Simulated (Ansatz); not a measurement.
SnSe in space group Pnma (No. 62; Sn on 4c, Se on 4c), PBE+D3(BJ) (plane waves, PAW; program Ansatz). The conduction-band minimum lies on the Y–Γ line, 35 % of the way from Y, with 2 equivalent valleys. Second derivatives d²E/dk² of the lowest band at one valley (eV·Å²), along Cartesian directions:

| direction | d²E/dk² |
|---|---|
| [100] | 2.382 |
| [010] | 120.2 |
| [001] | 58.79 |
| [110] | 61.40 |
| [101] | 30.54 |
| [011] | 89.42 |

Find the principal effective masses, the density-of-states mass and the conductivity mass.

Off-diagonal terms follow from H_xy = H[110] − (H_xx + H_yy)/2, and m*/mₑ = 7.620 eV·Å² over each eigenvalue: 0.063, 0.13, 3.2. One valley's DOS mass (m₁m₂m₃)^(1/3) = 0.30, conductivity mass 3/(Σ 1/mᵢ) = 0.13 mₑ.

What effective density of states Nc follows at 300 K for parabolic valleys?

Nc = 2.509e19 × 2 × (0.30)^(3/2) ≈ 8.2e18 cm⁻³.

Symmetry was held in the PBE+D3(BJ) relaxation. Scalar-relativistic: spin–orbit coupling is off unless named, which matters more the heavier the elements.

Potentials: the earlier of the program's two PAW sets.

Edges and masses are those of Kohn–Sham bands, whose gap is no quasiparticle gap.
